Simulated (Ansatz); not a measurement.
Consider the following.

AlCr$_{3}$B$_{4}$:
```
AlCr3B4
1.0
    2.90295     0.00000     0.00000
    0.00000     2.91791     0.00000
    0.00000     0.00000     8.03629
Al Cr B
1 3 4
Direct
  0.50000   0.50000   0.50000
  0.00000   0.00000   0.70290
  0.00000   0.00000   0.29710
  0.00000   0.50000   0.00000
  0.50000   0.00000   0.10774
  0.50000   0.00000   0.89226
  0.50000   0.50000   0.22324
  0.50000   0.50000   0.77676
```

This is the PBEsol-relaxed structure.

Problem. All from plane-wave PAW PBEsol (Ansatz code), unless another level is named. Give the electronic character.

Solution. metallic (no gap).

Problem. Predict the formation energy from the elements (no fitted shifts).

Solution. -47 kJ/mol of atoms.

Problem. Next, the density of states at the Fermi level?

Solution. 0.51 states/eV per atom (mean over ±0.08 eV).

Space group Pmmm. The workflow started from a Materials Project entry (that database holds measured and hypothetical structures alike); the Crystallography Open Database files this formula in space group No. 47, but the cells were not matched. Whether it is the stable phase at ambient conditions was not checked. The cell was relaxed with PBEsol under the symmetry of its start; whether a distortion lowers the energy is not shown. The workflow began spin-polarised and lost its moments. The references are the lowest solids computed at this level, not always the standard phases.

Potentials: the later of the program's two PAW sets.
